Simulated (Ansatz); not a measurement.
FeO:
```
FeO
1.0
    0.00000     2.12283     2.12283
    2.12283     0.00000     2.12283
    2.12283     2.12283     0.00000
Fe O
1 1
Direct
  0.00000   0.00000   0.00000
  0.50000   0.50000   0.50000
```
Starting moments (μB, in the order of the atoms Fe O): 3.6 0.4.

Relaxed with PBEsol (plane waves, PAW; program Ansatz). Indices refer to the conventional cell of Fm-3m, a = b = c = 4.246 Å, α = β = γ = 90.00°.

Problem. Simulate the powder diffraction pattern (Cu Kα1, λ = 1.54056 Å; lines above 1 %) up to 2θ = 90°.

Solution. Simulated powder pattern, Cu Kα1, λ = 1.54056 Å (kinematic, ideal powder, no thermal factors, no anomalous dispersion; the 30 strongest lines at most, above 1 %, up to 2θ = 90°):

| 2θ (°) | d (Å) | I/Imax (%) | hkl |
|---|---|---|---|
| 36.63 | 2.451 | 67 | (111) |
| 42.55 | 2.123 | 100 | (200) |
| 61.75 | 1.501 | 57 | (220) |
| 73.99 | 1.280 | 25 | (311) |
| 77.88 | 1.226 | 17 | (222) |

The PBEsol relaxation kept the symmetry of its start. Magnetic state: ferromagnetic, chosen from 3 collinear starts compared on coarse meshes (ties went to the first, and starts can fall back to one state), not a proven ground state. Textbook magnetic order: antiferromagnetic. No Hubbard U is applied.

Potentials: the later of the program's two PAW sets.
